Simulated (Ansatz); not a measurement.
With PBEsol (plane waves, PAW; program Ansatz), PtC in the zinc blende structure (F-43m) relaxes to a = 4.669 Å. Pt has 4 nearest neighbours from 2.02 Å (tetrahedral); C has 4 nearest neighbours from 2.02 Å (tetrahedral). Its formation energy from the elements is 0.88 eV/atom, with no fitted shifts.

Electronic character: metallic (no gap). Gap from PBEsol with spin–orbit coupling: none (metallic).

The bulk modulus is 242 GPa. The relaxed-ion elastic constants in GPa are C11 = 276, C12 = 226, C44 = 48.3. The elastic constants imply a Debye temperature near 240 K. The highest mode at Γ lies at 567 cm⁻¹.

The start of the workflow was typed in or built on a structure type; neither database checked (COD, Materials Project) lists it. Whether it is the stable phase at ambient conditions was not checked. The PBEsol relaxation kept the symmetry of its start; its stability against distortions is not shown here. No spin polarisation was allowed. Its formation energy is positive at this level, so the cell may be metastable or incomplete. As this level gives no gap, shear constants depend on the k-mesh and smearing (Fermi–Dirac, 0.1 eV here). As this level gives no gap, phonon frequencies hold no LO–TO term and depend on the k-mesh and smearing (Fermi–Dirac, 0.1 eV here). The references are the lowest solids computed at this level, not always the standard phases. Scalar-relativistic: spin–orbit coupling is off unless named, which matters more the heavier the elements.

Potentials: the later of the program's two PAW sets.
